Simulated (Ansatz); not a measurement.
**Elastic constants of Pb (P6_3/mmc) under pressure**

```
CELL_PARAMETERS angstrom
3.41907 0.00000 0.00000
-1.70953 2.96100 0.00000
0.00000 0.00000 5.71119
ATOMIC_POSITIONS crystal
Pb 0.33333 0.66667 0.25000
Pb 0.66667 0.33333 0.75000
```

This is the zero-pressure cell. At each pressure cell and atoms are relaxed in this structure, and the constants are slopes of the stress at strains of ±0.005 with relaxed ions (the coefficients that govern stability under load). Level: LDA, PAW on Ansatz 0.2.0's default frozen-core files (fitted under PBE), scalar-relativistic; k mesh 16×16×10, strains of ±0.005, Fermi-Dirac smearing of 0.080 eV, cutoff 420 eV. P is the pressure of the relaxed cell, less that of this one.

| P (GPa) | V/V₀ | C11 (GPa) | C12 (GPa) | C13 (GPa) | C33 (GPa) | C44 (GPa) |
| --- | --- | --- | --- | --- | --- | --- |
| 0.00 | 1.0000 | 75.5 | 48.7 | 32.1 | 91.3 | 11.6 |
| 0.99 | 0.9819 | 83.1 | 53.0 | 35.1 | 99.2 | 13.0 |
| 2.00 | 0.9653 | 90.4 | 57.2 | 38.1 | 107.1 | 14.4 |
| 3.98 | 0.9368 | 104.3 | 65.3 | 44.0 | 122.2 | 17.3 |
| 7.00 | 0.9011 | 124.3 | 77.4 | 53.1 | 144.1 | 22.0 |
| 9.98 | ? | ? | ? | ? | ? | ? |
| 14.98 | 0.8324 | 170.4 | 110.6 | 78.2 | 195.0 | 34.2 |

**Question.** Does the bulk modulus from the constants agree with the pressure-volume curve?

**Answer.** A third-order Birch-Murnaghan fit to the volumes shown (F against f, f = [(V₀/V)^(2/3) − 1]/2) gives B₀ = 52.0 GPa and B′ = 4.9. Its −V dP/dV stands beside the Reuss value 1/ΣS_ij (i, j ≤ 3):

```
P (GPa)  from P(V)  from the constants
   0.00       52.0                52.0
   0.99       56.8                56.8
   2.00       61.6                61.6
   3.98       70.8                70.8
   7.00       84.4                84.4
  14.98      118.8               118.9
```

**Question.** What are the pressure derivatives at zero pressure?

**Answer.** Slopes at V₀ of quadratic fits in −ln(V/V₀) through the first four rows shown, divided by B₀: dC11/dP = 7.7, dC12/dP = 4.3, dC13/dP = 3.0, dC33/dP = 8.0, dC44/dP = 1.4. The mean slopes up to 2.0 GPa are 7.5, 4.3, 3.0, 7.9, 1.4; curvature and scatter of the constants part the two.

**Question.** Fill the row at 9.98 GPa.

**Answer.** Cubic fits in −ln(V/V₀) through all rows shown give C11 = 142.6, C12 = 89.5, C13 = 62.3, C33 = 164.3, C44 = 26.6 GPa. Computed: V/V₀ = 0.8719, C11 (GPa) = 143.0, C12 (GPa) = 89.5, C13 (GPa) = 62.2, C33 (GPa) = 164.5, C44 (GPa) = 26.9.

**Question.** Does a shear stiffness soften?

**Answer.** C44 goes from 11.6 to 34.2 GPa; (C11 − C12)/2 goes from 13.4 to 29.9 GPa. Neither ends more than 3 % under its start, and the lattice stays mechanically stable over this range.

Caveats: the structure is a database entry and needn't be the stable phase; no other phase was computed; many crystals of this kind change structure within this range, and rows or crossings beyond such a change describe a metastable lattice; frozen-core PAW files fitted under PBE, their cores solved anew for the functional of the run; responses of metals move with mesh and smearing; no spin-orbit coupling on heavy atoms; elastic stability says nothing of phonons or of other phases; phonons weren't checked at these pressures.
